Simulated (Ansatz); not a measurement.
## Na8MgNi2O8 — field gradients at the nuclei

The cell is a computed structure from the Materials Project (it need not be an observed phase), taken as it stands.

```
Na Mg Ni O
1.0
     5.73161    0.00000    0.00000
     1.90780    5.46635    0.00000
     2.64922   -0.71917    8.46175
Na Mg Ni O
8 1 2 8
Direct
  0.57196 0.93307 0.86439
  0.08491 0.43487 0.83453
  0.62480 0.42845 0.70045
  0.16518 0.91987 0.67042
  0.81247 0.91526 0.47092
  0.98313 0.57632 0.19459
  0.31557 0.98361 0.24961
  0.46921 0.41292 0.04713
  0.61719 0.30020 0.35104
  0.11423 0.43657 0.49773
  0.00268 0.01841 0.00845
  0.25982 0.71986 0.90542
  0.82882 0.17793 0.86652
  0.39253 0.20981 0.55414
  0.90406 0.67456 0.65631
  0.90812 0.30644 0.42432
  0.31568 0.57103 0.32203
  0.18883 0.20806 0.04324
  0.75413 0.99555 0.20506
```

Sites (sets of like atoms) are named by element and the number of their first atom in this list.

The numbers come from a DFT calculation in Ansatz (PBEsol, plane waves and PAW, scalar-relativistic, collinear spin, 420 eV cutoff, Γ-centred 4×4×3 k-points, Fermi–Dirac smearing 0.02 eV). Start moments as typed (μB): 3 on each Ni, none on the rest. The program fits them to the shells of the files, so those used differ somewhat.

C_Q = eQV_zz/h, which is 24.18 MHz for Q = 1 b and V_zz = 10²¹ V/m²; η = (V_xx − V_yy)/V_zz. ν_Q = 3|C_Q|/[2I(2I − 1)].

²³Na: I = 3/2, Q = 104.0 mb; ²⁵Mg: I = 5/2, Q = 199.4 mb; Ni-61: I = 3/2, Q = 162.0 mb; ¹⁷O: I = 5/2, Q = -25.58 mb. Quadrupole moments are those of Pyykkö's year-2017 table.

Q: Give the quadrupolar parameters of the distinct sites.

A: 

```
site  atoms (order as listed)                                                                    first shell  C_Q (MHz)     η  ν_Q (MHz)
 Na1                        1                                                             4 O at 2.33–2.43 Å       7.26  0.27       3.63
 Na2                        2                                        5 O at 2.33–2.65 Å; also 1 Na at 2.95 Å       6.18  0.12       3.09
 Na3                        3                                        5 O at 2.34–2.70 Å; also 2 Na at 2.95 Å      -1.41  0.69      0.706
 Na4                        4                                                             4 O at 2.28–2.48 Å      -2.54  0.95       1.27
 Na5                        5                                         4 O at 2.21–2.50 Å; also 1 O at 2.85 Å      -4.59  0.56       2.29
 Na6                        6                                   5 O at 2.30–2.86 Å; also 3 Na at 2.55–3.16 Å      -5.45  0.65       2.72
 Na7                        7                                    4 O at 2.38–2.54 Å; also 2 O at 3.24–3.34 Å       2.87  0.82       1.44
 Na8                        8                    4 O at 2.23–2.42 Å; also 2 Na at 2.55–2.95 Å, 1 O at 3.02 Å      -2.52  0.67       1.26
  Mg                        9                                                             4 O at 1.97–2.05 Å       8.83  0.71       1.32
Ni10                       10                                                             4 O at 1.82–1.96 Å      -15.7  0.91       7.87
Ni11                       11                                                             4 O at 1.85–1.93 Å      -5.81  0.45       2.90
 O12                       12                                            1 Ni at 1.89 Å, 5 Na at 2.36–2.48 Å      -3.80  0.18      0.570
 O13                       13                                            1 Ni at 1.88 Å, 5 Na at 2.23–2.37 Å      -4.16  0.11      0.624
 O14                       14  1 Ni at 1.89 Å, 1 Mg at 2.05 Å, 2 Na at 2.35–2.48 Å; also 3 Na at 2.65–3.24 Å      -3.62  0.29      0.544
 O15                       15                                            1 Ni at 1.82 Å, 5 Na at 2.21–2.42 Å      -3.51  0.37      0.526
 O16                       16           1 Ni at 1.86 Å, 1 Mg at 1.97 Å, angle 159°; also 4 Na at 2.47–2.57 Å      -3.18  0.54      0.477
 O17                       17       1 Ni at 1.96 Å, 1 Mg at 1.99 Å, 3 Na at 2.42–2.48 Å; also 1 Na at 2.85 Å      -4.04  0.21      0.607
 O18                       18                                            1 Ni at 1.85 Å, 5 Na at 2.30–2.38 Å      -3.52  0.18      0.528
 O19                       19                            1 Ni at 1.93 Å, 1 Mg at 2.00 Å, 3 Na at 2.34–2.50 Å      -3.32  0.27      0.498
```

At O12, O13, O14, O15 and O18 V_zz points along its shortest bond, to Ni (within 8°) in each case. At O17 and O19 V_zz points along its one bond to Ni (within 7°) in each case. At Na5 V_zz points along its shortest bond, to O (within 5°).

The program didn't check the stability of this electronic state in full, so a lower one may lie near. With a gap of 0.2 eV on this mesh, small gradients can still move by 0.1 × 10²¹ V/m² or more as the k-mesh gets denser. All moments are parallel here, as the start or the cell imposes; many such compounds order antiparallel, where fields and spin densities carried over to other atoms largely cancel. The magnetic order is the one that the run reached from its start moments, not necessarily the measured one. Where η is near 1 the sign of V_zz means little.

The run took 8.9 min of wall time (17 min of CPU time) and 1.8 GiB at its peak, on 2 threads of Arm Neoverse N1 (aarch64; 36 cores open to the job, memory cap 5.0 GiB, no GPU), a shared host with a load of 0.9 a core.
